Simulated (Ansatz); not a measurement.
# LiGeN: relaxed-ion elastic tensor

Level of theory: DFT PBE, scalar-relativistic, plane waves, PAW in Ansatz 0.2.0. Cutoff 420 eV, 12×12×4 k-points (Γ-centred), fixed occupations. No spin polarisation.

Equilibrium structure at this level:
```yaml
crystal:
  lattice:
    - [3.01576, 0.00000, 0.00000]
    - [-1.50788, 2.61172, 0.00000]
    - [0.00000, 0.00000, 9.43050]
  atoms:
    - { symbol: Li, position: [0.66667, 0.33333, 0.74164] }
    - { symbol: Li, position: [0.33333, 0.66667, 0.24164] }
    - { symbol: Ge, position: [0.00000, 0.00000, 0.49860] }
    - { symbol: Ge, position: [0.00000, 0.00000, 0.99860] }
    - { symbol: N, position: [0.33333, 0.66667, 0.60440] }
    - { symbol: N, position: [0.66667, 0.33333, 0.10440] }
```

It was relaxed at this level from a Materials Project cell.

(1) Give the relaxed-ion elastic constants (GPa, Voigt order xx yy zz yz xz xy, on the Cartesian axes of the cell above).

(2) Is the crystal stable against homogeneous strain?

(3) And the moduli of a polycrystal (Hill averages)?

Results:

(1)
```
231.6  45.7  10.2   0.0   0.0   0.0
 45.7 231.6  10.2   0.0   0.0   0.0
 10.2  10.2 106.8   0.0   0.0   0.0
  0.0   0.0   0.0  13.9   0.0   0.0
  0.0   0.0   0.0   0.0  13.9   0.0
  0.0   0.0   0.0   0.0   0.0  93.0
```

(2) Yes: the least eigenvalue of the tensor is 14.0 GPa.

(3) B = 72 GPa, G = 43 GPa, E = 107 GPa, ν = 0.25.
